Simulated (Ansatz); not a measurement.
Hg4Pt: enthalpy under pressure, worked through

All numbers below come from Ansatz, DFT PBEsol, scalar-relativistic, plane waves, PAW. (420 eV cutoff, 8×8×8 k-mesh, Gaussian smearing of 0.10 eV, no spin polarisation)

Reference structure (relaxed):

```yaml
crystal:
  lattice:
    - [-3.11444, 3.11444, 3.11444]
    - [3.11444, -3.11444, 3.11444]
    - [3.11444, 3.11444, -3.11444]
  atoms:
    - { symbol: Hg, position: [0.50000, 0.50000, 0.50000] }
    - { symbol: Hg, position: [0.50000, 0.00000, 0.00000] }
    - { symbol: Hg, position: [0.00000, 0.00000, 0.50000] }
    - { symbol: Hg, position: [0.00000, 0.50000, 0.00000] }
    - { symbol: Pt, position: [0.00000, 0.00000, 0.00000] }
```

Cell and atoms were relaxed at each target pressure within the start's symmetry (Im-3m), at zero temperature; other phases can be more stable under pressure. H = E + PV with P the target; E is the free energy at the smearing used, whose derivative the pressure is, per atom and counted from zero pressure. The mesh named is that at zero pressure; some other pressures ran on another.

Spin–orbit coupling is left out, which can shift energies with elements as heavy as these.

```
P (GPa) V (Å³/atom) E − E0 (meV) H − H0 (meV)
      0       24.167           0.0           0.0
      2       23.620           3.3         298.2
      5       22.933          18.1         733.8
     10       22.017          60.3        1434.5
     20       20.681         182.7        2764.3
     40       18.929         501.5        5227.4
```

Thermodynamics gives dH/dP = V along a relaxed path. Integrate V over P by the trapezoid rule and compare with the computed enthalpies.

With 1 eV/Å³ = 160.22 GPa, each step adds the mean volume times ΔP / 160.22:
```csv
P (GPa),∫V dP (meV),H − H0 (meV),difference (meV)
2,298.3,298.2,0.1
5,734.1,733.8,0.3
10,1435.5,1434.5,1.0
20,2768.0,2764.3,3.7
40,5240.3,5227.4,12.9
```

V(P) curves upward, so the trapezoid rule runs high; integrating a smooth curve through the same points (P as a polynomial of degree 4 in ln V) puts that excess at about 12.0 meV at 40 GPa, against the 12.9 meV found.

At 40 GPa, how much of the enthalpy change is stored energy and how much is the PV term?

E rises by 502 meV/atom and PV is 40 × 18.929 / 160.22 = 4726 meV/atom, so PV makes 90 % of ΔH. So between rival structures at high pressure a small difference in volume can outweigh the difference in energy: 1 % of this volume is worth 47.3 meV/atom at this pressure.

What bulk modulus do the lowest pressures give?

From the pressures that the runs reached, -2.01 GPa (24.814 Å³) and 2.00 GPa (23.620 Å³), B = −ΔP/Δln V = 4.01 / 0.0493 = 81 GPa, a mean over that range.